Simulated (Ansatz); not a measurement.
SiS2 (space group I-42d)

```xyz
6
Lattice="-2.6865 2.6865 4.3081 2.6865 -2.6865 4.3081 2.6865 2.6865 -4.3081" Properties=species:S:1:pos:R:3 pbc="T T T"
Si     0.0000     2.6865     2.1541
Si     0.0000     0.0000     0.0000
S      1.3432     1.2518    -1.0770
S      1.2518     4.0297     1.0770
S      1.3432     1.4347     3.2311
S      1.4347    -1.3432     5.3852
```

The slice is a (001) plane (indices of the conventional cell) through the point (0.375, 0.892, 0.017) (fractional), spanned by u = [101] and v = [011] in vectors of this cell: u (5.37 Å) and v (5.37 Å, at 90° to u). It covers one period; positions are fractions (u, v).

The numbers are results of LDA (plane waves to 420 eV, PAW, scalar-relativistic; Ansatz, a program for electronic structure), not measurements. k mesh 9×9×9. These are valence fields of a PAW run, semicore shells included where kept as valence: close to a nucleus they are smooth pseudo fields. SiS2 was relaxed with its symmetry unable to fall. This is one of several known forms of SiS2; the measured ambient cells at hand have space group No. 72.

### Question
Predict the map of the electrostatic potential energy of an electron, from the cell's mean on the slice.

### Answer
| v \ u | 0.00 | 0.11 | 0.21 | 0.32 | 0.43 | 0.54 | 0.64 | 0.75 | 0.86 | 0.96 |
|---|---|---|---|---|---|---|---|---|---|---|
| 0.96 | x | x | 2.8 | 6.7 | 7.3 | 7.3 | 6.9 | 5.2 | x | x |
| 0.86 | x | <0.0 | 6.1 | 7.8 | 8.0 | 8.0 | 7.9 | 7.0 | 1.6 | x |
| 0.75 | 6.2 | 7.0 | 7.8 | 7.9 | 7.5 | 7.4 | 7.8 | 7.9 | 7.3 | 6.3 |
| 0.64 | 8.1 | 8.0 | 7.7 | 6.0 | 0.1 | <0.0 | 4.5 | 7.4 | 8.0 | 8.1 |
| 0.54 | 7.7 | 7.5 | 6.7 | <0.0 | x | x | x | 5.8 | 7.4 | 7.6 |
| 0.43 | 6.5 | 5.9 | 4.7 | <0.0 | x | x | x | 3.9 | 5.6 | 6.5 |
| 0.32 | 5.2 | 3.7 | 0.7 | 0.1 | x | x | <0.0 | 0.3 | 2.6 | 5.0 |
| 0.21 | 1.4 | 1.6 | <0.0 | <0.0 | 3.3 | 3.7 | 1.2 | <0.0 | 0.8 | 1.5 |
| 0.11 | x | x | 1.3 | 2.9 | 5.1 | 5.5 | 3.7 | 1.9 | <0.0 | x |
| 0.00 | x | x | 2.1 | 6.1 | 6.8 | 6.9 | 6.4 | 4.6 | x | x |

Values: electrostatic potential energy of an electron, from the cell's mean, in eV. Points within 0.9 Å of a nucleus are blanked (x), as the pseudised field means little there. Values under 0 eV are set to 0. The zero, the cell's mean, hangs on the PAW cores.
